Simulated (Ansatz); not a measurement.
# How far is PAW off for ReP2?

```xyz
3
Lattice="3.0883 0.0000 0.0000 -1.5441 2.6745 0.0000 0.0000 0.0000 5.1501" Properties=species:S:1:pos:R:3 pbc="T T T"
Re    0.0000    0.0000    0.0000
P     0.0000    1.7830    1.6755
P     1.5441    0.8915    3.4746
```

Atom numbers follow the list: Re1, P2, P3.

The cell was built from the CdI2 type and relaxed in the same program, and has space group P-3m1; it needn't be a known or the stable phase.

Spin polarisation is left out, and whether a magnetic state lies lower isn't shown here.

Spin–orbit coupling is left out, though it moves levels of the heavy atoms by tenths of an eV or more.

Methods: DFT, PBE, PAW with Ansatz's default frozen-core files, scalar-relativistic (Ansatz 0.2.0); DFT, PBE, all-electron PAW with datasets made for the crystal, scalar-relativistic (Ansatz 0.2.0); DFT, PBE, all-electron LAPW, scalar-relativistic (Ansatz 0.2.0).

For PAW: a Γ-centred 12×12×7 k mesh, Fermi–Dirac smearing of 0.08 eV, cutoff 420 eV, no spin polarisation. The crystal-made all-electron datasets (AE datasets) take a cutoff of 280 eV at this cell. LAPW targets a basis error of 0.5 meV/atom. The Ansatz runs share mesh, smearing and spin set-up. Plane-wave (PAW) pressures include the program's estimate of the Pulay term.

Stress and pressure are positive in compression.

Spin–orbit coupling is left out, which moves gradients at and beside heavy atoms by some per cent and at worst by a factor of two.

In a metal, gradients converge slowly with the k mesh: the values move by tens of per cent from one mesh to another, at times in sign, so only the comparison on one mesh counts.

| quantity | PAW | AE datasets | LAPW |
| --- | --- | --- | --- |
| pressure (GPa) | -0.04 | 0.01 | 0.01 |
| field gradient Vzz at Re1 (10²¹ V/m²) | -27.83 | -27.54 | – |
| field gradient Vzz at P2 (10²¹ V/m²) | -2.06 | -2.10 | – |

PAW's pressure differs from the LAPW value by -0.05 GPa.
